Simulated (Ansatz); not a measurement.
The relaxed structure here is a generated cell of ZnSnP2: the first start was made by a random draw of sites in a space group, and the end was not matched to a known phase here, so it may be hypothetical.

One stationary structure of ZnSnP$_{2}$. Space group P6₃mc (No. 186). The numbers are results of PBE (plane waves to 420 eV, PAW, scalar-relativistic; Ansatz, a first-principles code), not measurements.

```cif
data_P4Sn2Zn2
_chemical_formula_sum 'P4 Sn2 Zn2'
_space_group_name_H-M_alt 'P 1'
_space_group_IT_number 1
_cell_length_a 4.02923
_cell_length_b 4.02923
_cell_length_c 13.40483
_cell_angle_alpha 90.000
_cell_angle_beta 90.000
_cell_angle_gamma 120.000
loop_
_space_group_symop_operation_xyz
  'x, y, z'
loop_
_atom_site_label
_atom_site_type_symbol
_atom_site_fract_x
_atom_site_fract_y
_atom_site_fract_z
_atom_site_occupancy
P1 P 0.66667 0.33333 0.97295 1
P2 P 0.33333 0.66667 0.47295 1
P3 P 0.66667 0.33333 0.80597 1
P4 P 0.33333 0.66667 0.30597 1
Sn1 Sn 0.00000 0.00000 0.20986 1
Sn2 Sn 0.00000 0.00000 0.70986 1
Zn1 Zn 0.66667 0.33333 0.49578 1
Zn2 Zn 0.33333 0.66667 0.99578 1
```

### Question
Estimate the band gap that PBE returns for this input.

### Answer
0.01 eV, indirect (valence top at Γ, conduction bottom at M) (no spin-orbit coupling).

### Question
What is the computed smallest direct gap (PBE)?

### Answer
0.48 eV at Γ.

No spin polarisation in the result.

The run could not lose the symmetry of its start, so the end can be a saddle point.
